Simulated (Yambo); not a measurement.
G0W0@PBEsol for Ca₂H₃Br (space group P-3m1, No. 164) in Yambo (3×3×2 mesh, 8 Ry block, plasmon pole, screening fixed), without a terminator:

```csv
bands N in G,"gap A → (0, 0.333, -0.5) (eV)",shift of the valence edge (eV)
60,3.389,-0.486
105,3.430,-0.781
165,3.433,-0.899
```

Question: Extrapolate both columns to infinite N with E(N) = E∞ + A/N, test the form, and compare with the terminator.

Answer: From two points, E∞ = (N2 E2 − N1 E1)/(N2 − N1). The two largest N give 3.44 eV for the gap and -1.11 eV for the shift; the two smallest give 3.48 eV and -1.17 eV. For the gap the slopes A are -5.7 and -0.9 eV: the form isn't reached, and its limit is uncertain. For the shift the slopes A are 41 and 34 eV: the form isn't reached, and its limit is uncertain. With the Bruneval-Gonze terminator and 165 bands the run gives 3.39 eV and -0.96 eV, 0.05 eV and 0.14 eV from the extrapolated values: the terminator too is an estimate of the remainder. Block, mesh and the bands in W are held fixed. In the run with 165 bands and a 8 Ry block, which covers more k points, the smallest G0W0 gap is 3.31 eV, A → A.

Spin-orbit coupling is not included.

Geometry of the Materials Project entry, not relaxed at this level; primitive cell a = b = 3.903 Å, c = 6.854 Å, α = β = 90.00°, γ = 120.00°.

The structure is a Materials Project entry; no match was found in the copy of COD used, and its stability was not checked.

A shift is the quasiparticle energy of the state minus its PBEsol energy.
